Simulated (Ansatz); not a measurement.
Ni₅Ge₃:
```
Ni5Ge3
1.0
    5.36203     3.33754     0.00000
   -5.36203     3.33754     0.00000
   -3.24473     0.00000     5.41152
Ni Ge
10 6
Direct
  0.81637   0.67044   0.64568
  0.18363   0.32956   0.35432
  0.67044   0.81637   0.85432
  0.32956   0.18363   0.14568
  0.50000   0.00000   0.00000
  0.00000   0.50000   0.50000
  0.08741   0.74000   0.08584
  0.91259   0.26000   0.91416
  0.74000   0.08741   0.41416
  0.26000   0.91259   0.58584
  0.89639   0.89639   0.25000
  0.10361   0.10361   0.75000
  0.28255   0.58472   0.95121
  0.71745   0.41528   0.04879
  0.58472   0.28255   0.54879
  0.41528   0.71745   0.45121
```

Relaxed with r²SCAN.

### Question
Map the valence electron density (e/Å³), cut off at 5 on the plane through (0.500, 0.000, 0.000) spanned by u = [1, 0, 1] and v = [-1, 1, 1] in lattice vectors, from r²SCAN in the plane-wave PAW code Ansatz.

### Answer
x is the fraction of u, y of v (the angle between them is 90°; rows are the nearest grid lines); atoms in the plane: Ni at (0.98, 0.67), Ni at (0.02, 0.33), Ni at (0.00, 0.00), Ni at (0.00, 0.50), Ni at (0.34, 0.75), Ni at (0.66, 0.25), Ni at (0.33, 0.09), Ni at (0.67, 0.91), Ge at (0.37, 0.58), Ge at (0.63, 0.42).
```
|@@@%:                         :%@@@|
|::.     .-*%*-.     :=%@#=.     .::|
|       .-@@@@@-.   :%@@@@@+.       |
|*+-.    ..:-:..     .=%@#-.     :=*|
|@@@@-.                        .=@@@|
|..      .+@@@@+.    .=@@@*:.      .|
|       .=@@@@@@-.  .:@@@@@=.       |
|@%-.     .:--:.       ....    .=@@@|
|@@@:                         .-@@@@|
|         .*@@@@*.                  |
|         :%@@@@#:                  |
|@@@-.                         .-@@@|
|@@@-.                         .-@@@|
|                  :#@@@@%:         |
|                  .*@@@@*.         |
|@@@@-.                         :@@@|
|@@@=.    ....       .:--:.     .-%@|
|       .=@@@@@:.  .-@@@@@@=.       |
|.      .:*@@@=.    .+@@@@+.      ..|
|@@@=.                        .-@@@@|
|*=:     .-#@%=.     ..:-:..    .-+*|
|       .+@@@@@%:   .-@@@@@-.       |
|::.     .=#@%=:     .-*%*-.     .::|
|@@@%:                         :%@@@|
```
Scale: ten equal steps from 0.052 (start of ' ') to 5.00 (end of '@'), in the order ' .:-=+*#%@'; x runs from 0.000 to 1.00, y from 0.000 (bottom) to 1.00 (top).

The density is the valence pseudo-density with augmentation charge, so density and ELF within about 1 Å of a nucleus are not all-electron values.

Space group C2/c. The workflow started from a Materials Project entry (that database holds measured and hypothetical structures alike); the Crystallography Open Database copy checked does not list it. Its standing as an ambient phase is unchecked. The r²SCAN relaxation kept the symmetry of its start; its stability against distortions is not shown here. The run is not spin-polarised.

Potentials: the later of the program's two PAW sets.
